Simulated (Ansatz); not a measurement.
Relaxation of a generated cell, CsPbBr3 built in the 2H-BaNiO3 structure type; 10 atoms in the cell, which starts as P6₃/mmc (No. 194), hP10; a = 8.744 Å, b = 8.744 Å, c = 7.471 Å, α = 90.00°, β = 90.00°, γ = 120.00°. Level of theory: PBEsol (plane waves to 420 eV, PAW, scalar-relativistic; Ansatz, a quantum-chemistry and plane-wave program). Γ-centred k-mesh 3×3×3 on the run's cell (coarser than for final values), Fermi–Dirac smearing 0.05 eV. This is the first round of the run. 

The optimiser's lines from the output (shortened; P is positive under compression):

```
relax step   1: F+E_penalty+E_count = -51111.87662535 eV  Δ(F+E_penalty+E_count) = +0.000e0 eV  max|allowed force component| = 9.613e-1 eV/Å  Δτ_max = 0.0000 Å  P = +1.099 GPa  Ω = 494.719 Å³  (6 SCF iters, dr2 threshold 1.00e-7 eV, accepted)
relax step   2: F+E_penalty+E_count = -51112.40426869 eV  Δ(F+E_penalty+E_count) = -5.276e-1 eV  max|allowed force component| = 2.695e-2 eV/Å  Δτ_max = 0.1949 Å  P = -1.070 GPa  Ω = 486.673 Å³  (6 SCF iters, dr2 threshold 1.00e-6 eV, accepted)
relax step   3: F+E_penalty+E_count = -51112.60484214 eV  Δ(F+E_penalty+E_count) = -2.006e-1 eV  max|allowed force component| = 3.154e-2 eV/Å  Δτ_max = 0.0747 Å  P = -0.990 GPa  Ω = 456.402 Å³  (6 SCF iters, dr2 threshold 1.00e-6 eV, accepted)
relax step   4: F+E_penalty+E_count = -51112.85789462 eV  Δ(F+E_penalty+E_count) = -2.531e-1 eV  max|allowed force component| = 5.043e-2 eV/Å  Δτ_max = 0.1153 Å  P = -0.238 GPa  Ω = 404.825 Å³  (6 SCF iters, dr2 threshold 1.00e-6 eV, accepted)
relax step   5: F+E_penalty+E_count = -51112.85568681 eV  Δ(F+E_penalty+E_count) = +2.208e-3 eV  max|allowed force component| = 3.765e-2 eV/Å  Δτ_max = 0.0861 Å  P = +0.446 GPa  Ω = 376.004 Å³  (6 SCF iters, dr2 threshold 2.62e-7 eV, rejected (line search))
relax step   6: F+E_penalty+E_count = -51112.87930193 eV  Δ(F+E_penalty+E_count) = -2.141e-2 eV  max|allowed force component| = 9.699e-3 eV/Å  Δτ_max = 0.0379 Å  P = -0.044 GPa  Ω = 392.842 Å³  (9 SCF iters, accepted)
relax step   7: F+E_penalty+E_count = -51112.88009560 eV  Δ(F+E_penalty+E_count) = -7.937e-4 eV  max|allowed force component| = 2.168e-4 eV/Å  Δτ_max = 0.0059 Å  P = -0.009 GPa  Ω = 391.011 Å³  (5 SCF iters, dr2 threshold 1.08e-8 eV, accepted)
relax step   8: F+E_penalty+E_count = -51112.87470804 eV  Δ(F+E_penalty+E_count) = +5.388e-3 eV  max|allowed force component| = 1.422e-4 eV/Å  Δτ_max = 0.0000 Å  P = -0.013 GPa  Ω = 391.011 Å³  stress off target by 1.57e-2 GPa  SCF on the basis re-selected at this cell (its energy is not comparable with the rows above)  (6 SCF iters)
```

From the first to the last row the energy changes by -0.10 eV/atom and the volume by -21.0 %. The last row is marked as not comparable with the walk above it, whose basis was carried along; it does compare with step 1, since both stand on a basis selected at the nominal cutoff for their own cell.

Step 5 was rejected by the optimiser.

Later rounds, restarted from the end of this one on a renewed k-mesh, logged 4 more steps and released under 1 meV/atom more. The final structure after all rounds: P6₃/mmc (No. 194), hP10; a = b = 7.853 Å, c = 7.322 Å, α = β = 90.00°, γ = 120.00°. Between re-selections the logged energies stand on a plane-wave basis carried along with the cell. No spin polarisation in the result.

The run could not lose the symmetry of its start, so the end can be a saddle point.

The relaxed structure here is a generated cell of CsPbBr3: the first start was made by placing the elements on the sites of a structure type, and the end was not matched to a known phase here, so it may be hypothetical. Known forms of CsPbBr3 include space group No. 62, 221.
